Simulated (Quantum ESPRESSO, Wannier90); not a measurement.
## TiB2 (P6/mmm): Wannier90 run

Cell from Materials Project (mp-1145), symmetrised, no further relaxation. COD (Crystallography Open Database) has an entry of this formula and space group (matched by these alone). Method: LDA plane waves in Quantum ESPRESSO 7.5 (PseudoDojo norm-conserving files, 68 Ry, no spin polarisation, no spin-orbit coupling), Bloch states on a 12×12×10 mesh through Γ, Wannier90 4.0.1. Density: 12×12×10 mesh, cold smearing 0.01 Ry.

On the energy scale of pw.x, whose zero is arbitrary, the Fermi level lies at 14.95 eV.

Input w.win:

```
num_bands = 1
num_wann = 1
exclude_bands = 2-31
num_iter = 1000
conv_tol = 1.0e-6
conv_window = 4
write_hr = true
write_u_matrices = true
auto_projections = true
begin unit_cell_cart
ang
    3.0259298917    0.0000000000    0.0000000000
   -1.5129649459    2.6205321563    0.0000000000
    0.0000000000    0.0000000000    3.2287700000
end unit_cell_cart
begin atoms_frac
Ti   0.0000000000  0.0000000000  0.0000000000
B    0.3333333333 -0.3333333333  0.5000000000
B   -0.3333333333  0.3333333333  0.5000000000
end atoms_frac
mp_grid = 12 12 10
begin kpoints
0.0000000000 0.0000000000 0.0000000000
0.0000000000 0.0000000000 0.1000000000
0.0000000000 0.0000000000 0.2000000000
... (1437 more lines: the 12x12x10 mesh through Gamma)
end kpoints
```

Input of pw2wannier90.x that gives the overlap and projection files (equivalent; here they were cut from one run over all bands):

```
&inputpp
  outdir = './out'
  prefix = 'pwscf'
  seedname = 'w'
  write_amn = .true.
  write_mmn = .true.
  atom_proj = .true.
  atom_proj_exclude = 2 3 4 5 6 7 8 9 10 11 12 13 14 15 16 17 18
/
```

Output w.wout (banner and timings cut):

```
                                    ------
                                    SYSTEM
                                    ------

                              Lattice Vectors (Ang)
                    a_1     3.025930   0.000000   0.000000
                    a_2    -1.512965   2.620532   0.000000
                    a_3     0.000000   0.000000   3.228770

                   Unit Cell Volume:      25.60268  (Ang^3)

                        Reciprocal-Space Vectors (Ang^-1)
                    b_1     2.076448   1.198838  -0.000000
                    b_2     0.000000   2.397675   0.000000
                    b_3     0.000000  -0.000000   1.946000

 *----------------------------------------------------------------------------*
 |   Site       Fractional Coordinate          Cartesian Coordinate (Ang)     |
 +----------------------------------------------------------------------------+
 | ti   1   0.00000   0.00000   0.00000   |    0.00000   0.00000   0.00000    |
 | b    1   0.33333  -0.33333   0.50000   |    1.51296  -0.87351   1.61438    |
 | b    2  -0.33333   0.33333   0.50000   |   -1.51296   0.87351   1.61438    |
 *----------------------------------------------------------------------------*
                                ------------
                                K-POINT GRID
                                ------------

             Grid size = 12 x 12 x 10      Total points = 1440

 *---------------------------------- MAIN ------------------------------------*
 |  Number of Wannier Functions               :                 1             |
 |  Number of Objective Wannier Functions     :                 1             |
 |  Number of input Bloch states              :                 1             |
 |  Output verbosity (1=low, 5=high)          :                 1             |
 |  Timing Level (1=low, 5=high)              :                 1             |
 |  Optimisation (0=memory, 3=speed)          :                 3             |
 |  Length Unit                               :               Ang             |
 |  Post-processing setup (write *.nnkp)      :                 F             |
 |  Using Gamma-only branch of algorithms     :                 F             |
 *----------------------------------------------------------------------------*
 *------------------------------- WANNIERISE ---------------------------------*
 |  Total number of iterations                :              1000             |
 |  Number of CG steps before reset           :                 5             |
 |  Trial step length for line search         :             2.000             |
 |  Convergence tolerence                     :         0.100E-05             |
 |  Convergence window                        :                 4             |
 |  Iterations between writing output         :                 1             |
 |  Iterations between backing up to disk     :               100             |
 |  Write r^2_nm to file                      :                 F             |
 |  Write xyz WF centres to file              :                 F             |
 |  Write on-site energies <0n|H|0n> to file  :                 F             |
 |  Use guiding centre to control phases      :                 F             |
 |  Use phases for initial projections        :                 F             |
 *----------------------------------------------------------------------------*
 *-------------------------------- PLOTTING ----------------------------------*
 |  Plotting Hamiltonian in WF basis          :                 T             |
 *----------------------------------------------------------------------------*

 *---------------------------------- K-MESH ----------------------------------*
 +----------------------------------------------------------------------------+
 |                    Distance to Nearest-Neighbour Shells                    |
 |                    ------------------------------------                    |
 |          Shell             Distance (Ang^-1)          Multiplicity         |
 |          -----             -----------------          ------------         |
 |             1                   0.194600                      2            |
 |             2                   0.199806                      6            |
 |             3                   0.278912                     12            |
 |             4                   0.346075                      6            |
 |             5                   0.389200                      2            |
 |             6                   0.397035                     12            |
 |             7                   0.399613                      6            |
 |             8                   0.437492                     12            |
       ... (lines left out)
 +----------------------------------------------------------------------------+
 | The b-vectors are chosen automatically                                     |
 | The following shells are used:                       1,  2                 |
 +----------------------------------------------------------------------------+
 |                        Shell   # Nearest-Neighbours                        |
 |                        -----   --------------------                        |
 |                          1               2                                 |
 |                          2               6                                 |
 +----------------------------------------------------------------------------+
 | Completeness relation is fully satisfied [Eq. (B1), PRB 56, 12847 (1997)]  |
 +----------------------------------------------------------------------------+
 |                  b_k Vectors (Ang^-1) and Weights (Ang^2)                  |
 |                  ----------------------------------------                  |
 |            No.         b_k(x)      b_k(y)      b_k(z)        w_b           |
 |            ---        --------------------------------     --------        |
 |             1         0.000000    0.000000    0.194600    13.203361        |
 |             2         0.000000    0.000000   -0.194600    13.203361        |
 |             3         0.000000    0.199806    0.000000     8.349500        |
 |             4         0.173037    0.099903    0.000000     8.349500        |
 |             5         0.000000   -0.199806    0.000000     8.349500        |
 |             6         0.173037   -0.099903    0.000000     8.349500        |
 |             7        -0.173037   -0.099903    0.000000     8.349500        |
 |             8        -0.173037    0.099903    0.000000     8.349500        |
 +----------------------------------------------------------------------------+
 |                           b_k Directions (Ang^-1)                          |
 |                           -----------------------                          |
 |            No.           x           y           z                         |
 |            ---        --------------------------------                     |
 |             1         0.000000    0.000000    0.194600                     |
 |             2         0.000000    0.199806    0.000000                     |
 |             3         0.173037    0.099903    0.000000                     |
 |             4         0.173037   -0.099903    0.000000                     |
 +----------------------------------------------------------------------------+

 Starting a new Wannier90 calculation ...

 Reading overlaps from w.mmn

 Reading projections from w.amn

 *------------------------------- WANNIERISE ---------------------------------*
 +--------------------------------------------------------------------+<-- CONV
 | Iter  Delta Spread     RMS Gradient      Spread (Ang^2)            |<-- CONV
 +--------------------------------------------------------------------+<-- CONV

 ------------------------------------------------------------------------------
 Initial State
  WF centre and spread    1  ( -0.000000, -0.000000, -0.000000 )     0.33064668
  Sum of centres and spreads ( -0.000000, -0.000000, -0.000000 )     0.33064668

      0     0.331E+00     0.0000000000        0.3306466832  <-- CONV
        O_D=      0.0000000 O_OD=      0.0000000 O_TOT=      0.3306467 <-- SPRD
 ------------------------------------------------------------------------------
      1     0.000E+00     0.0000000000        0.3306466832  <-- CONV
        O_D=      0.0000000 O_OD=      0.0000000 O_TOT=      0.3306467 <-- SPRD
      2     0.000E+00     0.0000000000        0.3306466832  <-- CONV
        O_D=      0.0000000 O_OD=      0.0000000 O_TOT=      0.3306467 <-- SPRD
      3     0.000E+00     0.0000000000        0.3306466832  <-- CONV
        O_D=      0.0000000 O_OD=      0.0000000 O_TOT=      0.3306467 <-- SPRD
      4     0.000E+00     0.0000000000        0.3306466832  <-- CONV
        O_D=      0.0000000 O_OD=      0.0000000 O_TOT=      0.3306467 <-- SPRD
             <<<     Delta < 1.000E-06  over  4 iterations     >>>
             <<< Wannierisation convergence criteria satisfied >>>
 Final State
  WF centre and spread    1  ( -0.000000, -0.000000, -0.000000 )     0.33064668
  Sum of centres and spreads ( -0.000000, -0.000000, -0.000000 )     0.33064668

         Spreads (Ang^2)       Omega I      =     0.330646683
        ================       Omega D      =     0.000000000
                               Omega OD     =     0.000000000
    Final Spread (Ang^2)       Omega Total  =     0.330646683
```
